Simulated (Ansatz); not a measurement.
The geometry is COD entry 1522789, unchecked; take it as a test cell.

Hf: DFT, PBEsol, PAW with Ansatz's default frozen-core files, scalar-relativistic (Ansatz 0.2.0).

Command: `ansatz run input.yaml --threads 1 --pin off --max-ram 3072MiB --backend cpu --events-out ev --progress --plain --runs-dir out` The run took 10 s on 1 thread of Arm Neoverse V2, on a shared host, peak memory 0.4 GiB.

```yaml
crystal:
  lattice:
    - [-1.805, 1.805, 1.805]
    - [1.805, -1.805, 1.805]
    - [1.805, 1.805, -1.805]
  atoms:
    - { symbol: Hf, position: [0.0, 0.0, 0.0] }
kpoints:
  mp_grid: { grid: [16, 16, 16] }
  band_path:
    path:
      - [0.0, 0.0, 0.0]
      - [0.5, -0.5, 0.5]
      - [0.0, 0.0, 0.5]
      - [0.0, 0.0, 0.0]
      - [0.25, 0.25, 0.25]
      - [0.5, -0.5, 0.5]
      - [0.25, 0.25, 0.25]
      - [0.0, 0.0, 0.5]
    npoints: 14
scf:
  occupations: { method: fermi_dirac, width: 0.08 }
hamiltonian:
  xc: pbesol
  pseudopotentials: { kind: paw }
output:
  forces: true
  stress: true
  eigenvalues: true
  efg: { contact_densities: true }
  populations: true
  bader: true
  dos: { projected: true, de: 0.2, e_range: [-14, 8] }
  write_density: true
  write_potential: true
  elf: true
  volumetric_format: npy
```

Output:

```
Hf: output.efg is read without spin–orbit coupling, which moves field gradients at and beside such atoms by some per cent and up to a factor of two; PAW files take it under magnetization.noncollinear and magnetization.spin_orbit
Engine: ansatz 0.2.0
Pseudopotentials: kind: paw
Pseudopotential: Hf, paw, valence charge 26, recommended cutoff 420 eV (normal)
Functional definition: PBEsol
  exchange = pbesol_x
  correlation = pbesol_c
Crystal: 1 atoms, lattice volume = 23.523 Å³
Basis set: ecut = 420 eV, 459 PW (Γ), exchange–correlation on 48×48×48 points (8 copies of the dense FFT grid, shifted against one another)
Bands: 17, of which v1, the nominal top of the filled ones, is band 13 counted from 1 (12 counted from 0)
Symmetry: 48 space group operations
Space group: Im-3m (ITA 229), of the structure as read, at distance tolerance 2.9e-5 Å
k-points: 145 of 4096
Non-local potential: Hf, projectors of the file, l = 0: 3, l = 1: 2, l = 2: 2, l = 3: 3
PAW form: soft (Blöchl's): semilocal exchange-correlation on the pseudo side does not see the compensation charge
PAW frozen core: Hf, regenerated for the run's functional, and the local potential with it (the file was generated under x = pbe(κ = 0.804, μ = 0.2195149727645171), c = pbe(β = 0.06672455060314922))
PAW one-centre angular grid: Hf, 590 points (default); XC on 64 Gauss nodes
Initial density: superposition of atomic densities (neutral atoms: chi_scale 0, normalization atom), corrected by the library's trained network
Initial wavefunctions: pseudopotential atomic-orbital guess
Functional: x = pbesol(κ = 0.804, μ = 0.12345679012345678), c = pbesol(β = 0.046)
SCF iter   1: F=—  HF=-15597.811925 eV  |F-HF|=—  |Δ(HF+E_count)|=         —  Δρ=3.18e-3  dr2=1.46e-3  ethr=1.77e-3  ⟨swp⟩=4.6  Hψ=10328  notcnv=0
preconditioner: auto → Kerker (q_TF=auto, 2.774 Å⁻¹)  [metal: Δε(μ)=0.036 eV  Ē_g=18.326 eV  σ=0.080 eV  W_gap=0.11  n_scr=12 (ndim 8)  ℏωp=37.5 eV  f_vac=0.000  D(μ)=2.04/eV (n_scr^D=18)]
SCF iter   2: F=—  HF=-15597.811779 eV  |F-HF|=—  |Δ(HF+E_count)|=   1.46e-4  Δρ=1.91e-3  dr2=5.98e-4  ethr=5.61e-6  ⟨swp⟩=2.7  Hψ=5368  notcnv=0
SCF iter   3: F=—  HF=-15597.811835 eV  |F-HF|=—  |Δ(HF+E_count)|=   5.58e-5  Δρ=7.79e-4  dr2=9.49e-5  ethr=2.30e-6  ⟨swp⟩=2.0  Hψ=3603  notcnv=0
SCF iter   4: F=—  HF=-15597.811734 eV  |F-HF|=—  |Δ(HF+E_count)|=   1.01e-4  Δρ=1.89e-4  dr2=5.00e-6  ethr=3.65e-7  ⟨swp⟩=2.0  Hψ=4120  notcnv=0
SCF iter   5: F=—  HF=-15597.811735 eV  |F-HF|=—  |Δ(HF+E_count)|=   5.50e-7  Δρ=4.23e-5  dr2=2.86e-7  ethr=1.92e-8  ⟨swp⟩=1.6  Hψ=2628  notcnv=0
SCF iter   6: F=-15597.811735 eV  HF=-15597.811735 eV  |F-HF|=6.24e-9  |Δ(HF+E_count)|=   9.55e-8  Δρ=5.90e-6  dr2=6.27e-9  ethr=3.85e-10  ⟨swp⟩=7.9  Hψ=15661  notcnv=0
SCF 1 converged in 6 iterations: F = -15597.811735 eV  dr2 = 6.27e-9
  greatest PAW one-centre occupation: 0.998 electrons in one spin orbital (limit 2), on the Hf atom at site 0 (counted from 0), in its partial waves of l = 3
NSCF: frozen V_eff on 99 k-points
SCF converged after 6 iterations
Free energy (F): -15597.811735 eV
Harris-Foulkes:  -15597.811735 eV  (|F-HF|=6.24e-9)
Internal energy: -15597.768048 eV  (E = F + TS)
E sigma→0 (E₀):  -15597.789892 eV
Entropy (-TS):   -0.043686 eV (-43.686 meV/atom)
Fermi energy:    18.342132 eV
--- Per-component energies (eV) ---
  E_band       = 2.922431
  E_kinetic    = 422.698816
  E_local      = -5208.987595  (includes V_loc(G=0)·N_el)
  E_nonlocal   = -1239.082046
  E_hartree    = 2436.317717
  E_xc         = -296.795670
  E_vxc        = -264.731413  (∫ρ·V_xc dr)
  E_paw        = -6806.677019  (= ΣΔE_a)
  E_vpaw       = 1420.395899  (= ΣTr[D̂ρ^β])
  E_aug_tail   = -0.000001  (compensation charges beyond the density's cutoff)
  E_ewald      = -4906.493341
  E_core_change = 1.251092  (= ΣΔE_core)
  E_smearing   = -0.043686  (= −TS)
  E_closure    = -0.000000  (closes the sum)
  Σ components = -15597.811735   (vs F -15597.811735, Δ=0.00e0)
--- Forces (eV/Å), atoms counted from 1 ---
  atom   1  Hf     0.00000000     0.00000000    -0.00000000
  max |Σ_I F_I| component: 5.75e-31 eV/Å
--- Stress (GPa, compression-positive) ---
       -8.905472      -0.000000      -0.000000
        0.000000      -8.905472      -0.000000
        0.000000      -0.000000      -8.905472
  P = ⅓ Tr σ = -8.9055 GPa (-89.055 kbar)
--- PAW observables at the nuclei: V_zz in 10²¹ V/m², potentials from the cell's mean, atoms counted from 1 ---
  atom   1  Hf V_zz =    +0.000000   η = 0.0000   by run symmetry: forbidden
            electrostatic potential = -14182.263941 V   contact ρ = 7519128.257148 e/Å³
--- Band table (eV; the first three rows and the last of 145) ---
  k-point 0: bands = ["-43.3078", "-11.6162", "-11.6162", "-11.6162", "6.7170", "6.7170", "6.7170", "6.7789", "6.7789", "6.7789", "6.8055", "11.4693", "19.8005", "19.8005", "19.8005", "22.4521", "22.4521"]
  k-point 1: bands = ["-43.3058", "-11.6443", "-11.6251", "-11.6162", "6.7177", "6.7187", "6.7187", "6.7772", "6.7783", "6.7783", "6.8032", "11.6059", "19.7060", "19.7660", "19.9355", "22.3003", "22.4520"]
  k-point 2: bands = ["-43.2999", "-11.7237", "-11.6504", "-11.6165", "6.7198", "6.7236", "6.7239", "6.7727", "6.7760", "6.7767", "6.7976", "12.0028", "19.4513", "19.6169", "20.3357", "22.0153", "22.4619"]
  k-point 144: bands = ["-43.2123", "-12.1088", "-12.1088", "-12.1088", "6.7012", "6.7435", "6.7435", "6.7435", "6.7865", "6.7865", "6.7865", "15.9750", "15.9750", "24.7413", "24.7413", "24.7413", "25.1747"]
--- Löwdin populations: 1 site ---
  site symbol       q [e]
     0     Hf     25.9225
  spilling = 0.002982 (of n_electrons = 26.000000)
--- Bader charges: 1 site ---
  site symbol  charge [e]  shift [e]
     0     Hf      0.0000     0.0000
  estimated error of the sums over rays = 2.4e-7 e
```

populations.tsv:

```
# site	symbol	l	j	q
# orbitals = lowdin
# n_electrons = 26.000000
# spilling = 0.002982
0	Hf	0_5S	-	1.960588
0	Hf	0_6S	-	0.840703
0	Hf	1_5P	-	5.978811
0	Hf	2_5D	-	3.147115
0	Hf	3_4F	-	13.995248
```

bader_charges.tsv:

```
# site	symbol	x_ang	y_ang	z_ang	partial_charge_e	electrons	volume_ang3	relative_density_drop	shared_charge_e	partial_wave_shift_e
# quadrature_error_electrons = 2.4e-7
0	Hf	0.0000	0.0000	0.0000	0.00000	72.00000	23.52	-	0.00000	0.00000
```
